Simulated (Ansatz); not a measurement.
The elements of this relaxed trial crystal are hidden behind letters.

```
lattice vectors (Å)
   0.0000    3.6034    3.6034
   3.6034    0.0000    3.6034
   3.6034    3.6034    0.0000
fractional positions
X 0.0000 0.0000 0.0000
Z 0.2500 0.2500 0.2500
Z 0.7500 0.7500 0.7500
```

Method: DFT PBE, scalar-relativistic, plane waves, PAW (Ansatz 0.2.0). Settings of the last relaxation (3-atom cell): 420 eV, 12×12×12 k points, Gaussian smearing of 0.10 eV, no spin polarisation.

| Property | Result |
| --- | --- |
| Space group | Fm-3m (No. 225) |
| Conventional cell | a = 7.207 Å |
| Volume per atom | 31.19 Å³ |
| Density | 4.94 g/cm³ |
| Formation energy | −0.18 eV/atom |
| Gap on the 12×12×12 mesh of the 3-atom cell | 0 eV (a metal) |

Energies are uncorrected and count from the elements' standard states at the same level.

Task: X is an s-block element of period 3 and Z is a p-block element of period 5. Which elements are they?

Result: X = Na, Z = Te, so the formula is NaTe2, here in the fluorite type. Density times volume gives a mean mass of 4.94 × 31.19/1.6605 = 92.8 u per atom, and this set has 92.7 u. Na has 8 Te at 3.12 Å; Te is surrounded by 4 Na at 3.12 Å and 6 Te at 3.60 Å. Other sets within the hints have nearly the same mass, so mass alone doesn't settle it; this one was computed.

Spin–orbit coupling, which can matter for Te, is left out. An odd number of electrons in the primitive cell allows no gap without spin; a larger cell or a magnetic state could open one. The cell is a metal run without spin; a magnetic state may lie lower. Symmetry constrained the relaxation, so the result can be a saddle point.
